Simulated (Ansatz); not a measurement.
**LiGa: pressure against volume**

LiGa, Fd-3m, a = 6.156 Å. The structure is a COD entry; whether it is the stable form wasn't checked. Ansatz: PBEsol, PAW, 420 eV, Γ-centred 12×12×12 mesh on 4 atoms, Gaussian smearing 0.10 eV; no spin polarisation. Symmetry fixes shape and atoms, so the cell is only scaled; pressure is positive in compression.

```
V (Å³/atom) P (GPa)
     13.704     3.34
     14.141     1.52
     14.579     0.00
     15.016    -1.29
     15.453        ?
```

**Question.** Take V0 = 14.579 Å³/atom, fit the third-order Birch–Murnaghan form to the other rows, and predict the missing pressure.

**Answer.** With the Eulerian strain f = ½[(V0/V)^(2/3) − 1] and y = P/[3f(1 + 2f)^(5/2)], the form is the line y = B0 + 1.5 B0 (B0′ − 4) f. Rows (f, y): 0.02106, 47.7; 0.01027, 46.9; -0.00975, 46.3. Means f = 0.007193, y = 46.967; Σ(Δf)² = 0.0004888, ΣΔfΔy = 0.02126; the slope is their ratio. y = 46.65 + 43.49 f GPa, so B0 = 46.6 GPa and B0′ = 4 + 2 × (43.49)/(3 × 46.65) = 4.62. At V = 15.453, f = -0.01904, y = 45.82 and P = -2.38 GPa. The run gave -2.41 GPa, so the fit is 0.03 GPa too high, a small miss on the scale of the series. The form still works here, 33 % of the fitted range beyond its end.